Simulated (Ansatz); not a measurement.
**What DFT gives for LiAu₃N**

```
Li N Au
1.0
     2.30807   -5.17793    0.00000
     0.00000    3.10338   -4.74418
     6.96213    0.00000    0.00000
Li N Au
2 2 6
Direct
  0.00000 0.00000 0.00000
  0.00000 0.50000 0.50000
  0.50000 0.75000 0.75000
  0.50000 0.25000 0.25000
  0.98600 0.75000 0.75000
  0.50000 0.23600 0.75000
  0.01400 0.26400 0.75000
  0.01400 0.25000 0.25000
  0.50000 0.76400 0.25000
  0.98600 0.73600 0.25000
```

Single point in Ansatz 0.2.0 with r2SCAN, no spin polarisation. Cutoff 500 eV, PAW datasets, 7×7×7 Γ-centred k mesh, fermi-dirac filling (width 0.0446 eV).

Task: How is the charge shared?

Result: Bader charges in e: Li +0.82, Au -0.10, N -0.52. In the mean Li gives up most and N takes most.

Task: Metal or insulator?

Result: It is a metal, with about 8 states/eV a cell as the mean within 0.25 eV of the Fermi level, mostly N p (71 %) and Au d (12 %).

Task: Which atom feels the largest force, and which way?

Result: The largest is on Au7 (and as large on other atoms): 0.42 eV/Å, components (0.17, -0.15, -0.35). It makes 92° with the line to a nearest neighbour, Li2 at 2.25 Å.

Task: What does the stress say?

Result: The pressure is -1.0 GPa (compression positive), so with the atoms held at these fractions the cell would first shrink. The principal stresses -6.3, -6.3, 9.8 GPa differ, so its shape would change too.

Origin: a known structure type with other elements, at an estimated volume, so it need not be a known compound. Caveats: many states at the Fermi level without spin polarisation, so a magnetic state may lie lower.
